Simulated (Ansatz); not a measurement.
The elements of this relaxed trial crystal are hidden behind letters.

```
lattice vectors (Å)
  -2.6870    2.6870    4.4362
   2.6870   -2.6870    4.4362
   2.6870    2.6870   -4.4362
fractional positions
X 0.7058 0.7058 0.0000
X 0.5000 0.0000 0.5000
X 0.0000 0.5000 0.5000
X 0.2942 0.2942 0.0000
Z 0.0000 0.0000 0.0000
```

These are results of DFT PBE, scalar-relativistic, plane waves, PAW (Ansatz), not measurements. The final run on the 5-atom cell used 420 eV, a Γ-centred 10×10×10 mesh, 0.10 eV smearing and no spin polarisation.

- Space group: I4/mmm (No. 139)
- Conventional cell: a = 5.374 Å, c = 8.872 Å
- Volume per atom: 25.62 Å³
- Density: 2.28 g/cm³
- Energy over the elements: −0.11 eV/atom
- Gap on the 10×10×10 mesh of the 5-atom cell: 0 eV (a metal)

Energies are uncorrected and count from the elements' standard states at the same level.

Question: X is an s-block element of period 3 and Z is a p-block element of period 4. Which elements are they?

Answer: X = Mg, Z = Se, so the formula is Mg4Se. Density times volume gives a mean mass of 2.28 × 25.62/1.6605 = 35.2 u per atom, and this set has 35.2 u. Among the elements that the hints allow, noble gases aside, only these give it. Mg on a site of symmetry 4mm is surrounded by 1 Se at 2.61 Å; Mg on a site of symmetry mmm has 2 Se at 2.69 Å; Se is surrounded by 6 Mg at 2.61–2.69 Å.

A structure relaxed within its symmetry needn't be a true minimum. Another cell of Mg4Se relaxed alike, in P-3m1, lies 197 meV/atom lower, so this cell isn't the stable form at this level.
